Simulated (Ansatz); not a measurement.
Polymorphs of BeTe, each relaxed with the program Ansatz at the r²SCAN level (PAW):

A: zinc blende (F-43m)
a = 5.657 Å, b = 5.657 Å, c = 5.657 Å, α = 90.00°, β = 90.00°, γ = 90.00°

```json
[
 {"atom": "Be", "site": "4a", "symmetry": "-43m", "x": "0.0000", "y": "0.0000", "z": "0.0000"},
 {"atom": "Te", "site": "4d", "symmetry": "-43m", "x": "0.7500", "y": "0.7500", "z": "0.7500"}
]
```

B: rock salt (Fm-3m)
a = b = c = 5.3707 Å, α = β = γ = 90.00°

| atom | site | symmetry | x | y | z |
|---|---|---|---|---|---|
| Be | 4a | m-3m | 0.0000 | 0.0000 | 0.0000 |
| Te | 4b | m-3m | 0.5000 | 0.5000 | 0.5000 |

Rank these by energy per atom at 0 K (lowest first), as r²SCAN gives it.

A (+0 meV/atom), B (+589 meV/atom)

Give each one's gap.

A 2.38 eV; B no gap.

Typed or built starts, not in the databases checked: B. All cells were relaxed under the symmetry of their starts (and spin orders); stability against distortions was not tested throughout. Spin–orbit coupling is left out wherever it is not named.

Energies hold the estimated change up to a 700 eV cutoff; steps of a few meV lie near the error of the meshes.

Potentials: the earlier of the program's two PAW sets. The files were generated under PBE; for other functionals the program regenerates the frozen cores, and for LDA and PBEsol the local potential too.
